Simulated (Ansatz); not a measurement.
**Cr: reading a single point**

```yaml
crystal:
  lattice:
    - [2.53647, 0.00000, 0.00000]
    - [-1.26824, 2.19665, 0.00000]
    - [0.00000, 0.00000, 4.71764]
  atoms:
    - { symbol: Cr, position: [0.33333, 0.66667, 0.25000] }
    - { symbol: Cr, position: [0.66667, 0.33333, 0.75000] }
```

Level: r2SCAN, no spin polarisation; 500 eV; 15×15×7 Γ-centred mesh; fermi-dirac occupations (width 0.1 eV); Ansatz 0.2.0, fixed geometry.

Problem. What do density and ELF say about some of the short contacts?

Solution. Cr–Cr at 2.54 Å: least valence density 0.35 e/Å³ and ELF 0.31 there. These are pseudo-fields; inside the PAW spheres they differ from the all-electron ones.

Problem. Is there a gap?

Solution. It is a metal, with about 2.5 states/eV a cell as the mean within 0.25 eV of the Fermi level, mostly Cr d (91 %).

Problem. Are the atoms at rest?

Solution. The forces vanish by the symmetry of the sites.

Problem. What does the stress say?

Solution. The pressure is -22.7 GPa (compression positive), so with the atoms held at these fractions the cell would first shrink. The principal stresses -25.0, -21.5, -21.5 GPa differ, so its shape would change too.

Origin: a known structure type with other elements, at an estimated volume, so it need not be a known compound. Caveats: no spin polarisation, so a magnetic state may lie lower; atoms or cell far from equilibrium.
